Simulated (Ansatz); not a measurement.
The relaxed structure here is a generated cell of NbRu: the first start was made by placing the elements on the sites of a structure type, and the end was not matched to a known phase here, so it may be hypothetical.

A relaxed cell of NbRu (Pmmm (No. 47)), relaxed on a k-mesh at least as fine as the one used below. Calculation: PBEsol (plane waves to 420 eV, PAW, scalar-relativistic; Ansatz, a first-principles code). Γ-centred k-mesh 12×11×8 on the run's cell (coarser than for final values), Fermi–Dirac smearing 0.05 eV.

```yaml
crystal:
  lattice:
    - [2.72644, 0.00000, 0.00000]
    - [0.00000, 3.00576, 0.00000]
    - [0.00000, 0.00000, 4.09489]
  atoms:
    - { symbol: Ru, position: [0.00000, 0.50000, 0.50000] }
    - { symbol: Nb, position: [0.00000, 0.00000, 0.00000] }
```

The atoms are displaced along an unstable phonon of this cell by (Å):

| atom | ux | uy | uz |
|---|---|---|---|
| Ru1 | 0.138 | 0.000 | 0.000 |
| Nb2 | -0.150 | 0.000 | 0.000 |

### Question
What forces (eV/Å) and pressure result?

### Answer
```csv
atom,Fx,Fy,Fz
Ru1,1.02,0.00,0.00
Nb2,-1.02,0.00,0.00
```

Pressure -1.3 GPa.

### Question
Estimate the energy cost of the displacement in the harmonic approximation and compare with the calculation.

### Answer
For a harmonic well ΔE = −½ Σ F·u = -0.147 eV a cell, or -73 meV/atom. The calculated energy relative to the undisplaced cell is -0.08 eV/atom, so the harmonic estimate holds well.

The undisplaced cell is probably no minimum: from this displacement the run went on to P4/mmm (No. 123), 0.80 eV/atom below it.

No spin polarisation in the result.
